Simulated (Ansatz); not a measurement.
The relaxed structure here is a generated cell of GeS: the first start was made by placing the elements on the sites of a structure type, and the end was not matched to a known phase here, so it may be hypothetical.

The end point of a relaxation of GeS. Space group P6₃mc (No. 186), wurtzite type. Computed with PBE (plane waves to 420 eV, PAW, scalar-relativistic; Ansatz, a quantum-chemistry and plane-wave program).

```cif
data_Ge2S2
_chemical_formula_sum 'Ge2 S2'
_space_group_name_H-M_alt 'P63mc'
_space_group_IT_number 186
_space_group_name_Hall 'P 6c -2c'
_cell_length_a 4.61544
_cell_length_b 4.61544
_cell_length_c 5.58198
_cell_angle_alpha 90.000
_cell_angle_beta 90.000
_cell_angle_gamma 120.000
loop_
_atom_site_label
_atom_site_type_symbol
_atom_site_symmetry_multiplicity
_atom_site_Wyckoff_symbol
_atom_site_fract_x
_atom_site_fract_y
_atom_site_fract_z
_atom_site_occupancy
Ge1 Ge 2 b 0.33333 0.66667 0.03363 1
S1 S 2 b 0.66667 0.33333 0.09157 1
```

```json
{
 "volume_per_atom": "25.74 Å³",
 "band_gap": "1.01 eV, indirect (valence top at H, conduction bottom at 73 % of the way from K to Γ) (no spin-orbit coupling)",
 "smallest_direct_gap": "1.47 eV at H",
 "shortest_distances": "Ge–S 2.47 Å",
 "k-mesh": "8×8×6"
}
```

No spin polarisation in the result.

The run could not lower the symmetry of its start; a shaken copy of this end point relaxes with PBE to Pmn2₁ (No. 31), 114 meV/atom lower.
